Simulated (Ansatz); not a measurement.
**ScAg4 in Ansatz, relaxation**

input.yaml:

```yaml
crystal:
  lattice:
    - [-3.26435204, 3.26435204, 2.02028334]
    - [3.26435204, -3.26435204, 2.02028334]
    - [3.26435204, 3.26435204, -2.02028334]
  atoms:
    - { symbol: Ag, position: [0.4, 0.2, 0.6] }
    - { symbol: Ag, position: [0.2, 0.6, 0.8] }
    - { symbol: Ag, position: [0.6, 0.8, 0.4] }
    - { symbol: Ag, position: [0.8, 0.4, 0.2] }
    - { symbol: Sc, position: [0.0, 0.0, 0.0] }
  symmetry: { tolerance: 0.0003 }
kpoints:
  mp_grid: { grid: [6, 6, 6], shift: [0, 0, 0] }
magnetization:
  spin_polarized: false
scf:
  occupations: { method: fermi_dirac }
  lower_state_search: "off"
hamiltonian:
  pseudopotentials: { kind: paw }
  xc: r2scan
basis:
  ecutwfc: 500
  fft_grid_basis: typed
relax:
  max_steps: 80
  cell: { p_target: 0.0 }
output:
  forces: true
  stress: true
  eigenvalues: true
  bader: true
  populations: true
  elf: true
  write_potential: true
  volumetric_format: npy
  dos:
    e_range: [-12, 8]
    de: 0.05
    projected: { site_lists: { Ag: [Ag], Sc: [Sc] } }
checkpoint:
  read: saved_state
```

Run with:

```bash
ansatz run input.yaml --threads 2 --pin off --max-ram 3584MiB --backend cpu --events-out ev --progress --plain --runs-dir out
```

Origin of the cell: a database entry, scaled a little.

The smearing width isn't typed, so it takes its default of 0.1 eV.

The saved state is a converged single point of the same cell.

Steps («new basis» is an SCF on plane waves selected anew at the same cell):

```tsv
step	ΔF (meV/atom)	max force component (eV/Å)	P (GPa)	volume (Å³)	SCF iterations	step was
1	0.0	0.030	3.38	86.11	6	accepted
2	2.8	0.029	-3.48	92.14	8	rejected
3	-5.3	0.003	-0.08	88.83	11	accepted
4	-5.3	0.000	-0.05	88.81	4	accepted
5	-5.4	0.003	0.02	88.75	6	accepted
6	-5.7	0.003	0.04	88.75	7	new basis
7	-5.7	0.000	0.00	88.79	6	accepted
8	-5.7	0.000	0.00	88.79	5	new basis
```

Step 1, with forces in eV/Å:

```xyz
5
Lattice="-3.264 3.264 2.020 3.264 -3.264 2.020 3.264 3.264 -2.020" Properties=species:S:1:pos:R:3:forces:R:3 pbc="T T T" step=1
Ag    1.306    2.611    0.000   -0.030    0.016    0.000
Ag    3.917    1.306    0.000   -0.016   -0.030    0.000
Ag    1.959    0.653    2.020    0.030   -0.016    0.000
Ag   -0.653    1.959    2.020    0.016    0.030    0.000
Sc    0.000    0.000    0.000    0.000    0.000    0.000
```

Step 8, with forces in eV/Å:

```xyz
5
Lattice="-3.314 3.314 2.022 3.314 -3.314 2.022 3.314 3.314 -2.022" Properties=species:S:1:pos:R:3:forces:R:3 pbc="T T T" step=8
Ag    1.322    2.650    0.000    0.000    0.000    0.000
Ag    3.977    1.322    0.000    0.000    0.000    0.000
Ag    1.992    0.663    2.022    0.000    0.000    0.000
Ag   -0.663    1.992    2.022    0.000    0.000    0.000
Sc    0.000    0.000    0.000    0.000    0.000    0.000
```

```
Free energy lowered by  : 5.7 meV/atom
Volume change           : 3.11 %
Final pressure          : 0.00 GPa
Relaxation steps listed : 8
Gap on the mesh         : none (metal)
```

Caveats: no moments, though an odd count or open d shells may carry them; the k mesh is coarse if the cell is a metal; the relaxation held the start's symmetry, so the end may be a saddle point.

The run took 83 s on 2 threads of Intel(R) Xeon(R) Platinum 8375C CPU @ 2.90GHz (Ice Lake), on a shared host, peak memory 0.9 GiB, from a saved density.
